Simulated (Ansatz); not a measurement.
ScAg₃ (Cu3Au type, Pm-3m) under volume change, plane-wave PAW PBEsol (Ansatz code), scaled uniformly.

```json
[
 {"V (Å³/atom)": "16.350", "E − E(relaxed) (meV/atom)": "55.5", "P (GPa)": "12.11"},
 {"V (Å³/atom)": "16.889", "E − E(relaxed) (meV/atom)": "23.1", "P (GPa)": "7.30"},
 {"V (Å³/atom)": "17.428", "E − E(relaxed) (meV/atom)": "5.4", "P (GPa)": "3.31"},
 {"V (Å³/atom)": "17.967", "E − E(relaxed) (meV/atom)": "0.0", "P (GPa)": "0.00"},
 {"V (Å³/atom)": "18.506", "E − E(relaxed) (meV/atom)": "4.8", "P (GPa)": "-2.75"},
 {"V (Å³/atom)": "19.045", "E − E(relaxed) (meV/atom)": "18.0", "P (GPa)": "-5.03"},
 {"V (Å³/atom)": "19.584", "E − E(relaxed) (meV/atom)": "38.1", "P (GPa)": "-6.91"}
]
```

Q: What does a third-order Birch–Murnaghan fit give for V₀, B₀ and B′?

A: V₀ = 17.97 Å³/atom, B₀ = 100 GPa, B′ = 5.2.

The start of the workflow was typed in or built on a structure type; neither database checked (COD, Materials Project) lists it. Whether it is the stable phase at ambient conditions was not checked. The cell was relaxed with PBEsol under the symmetry of its start; of distortions, only those at the zone centre were tested. No spin polarisation was allowed.

Potentials: the earlier of the program's two PAW sets.
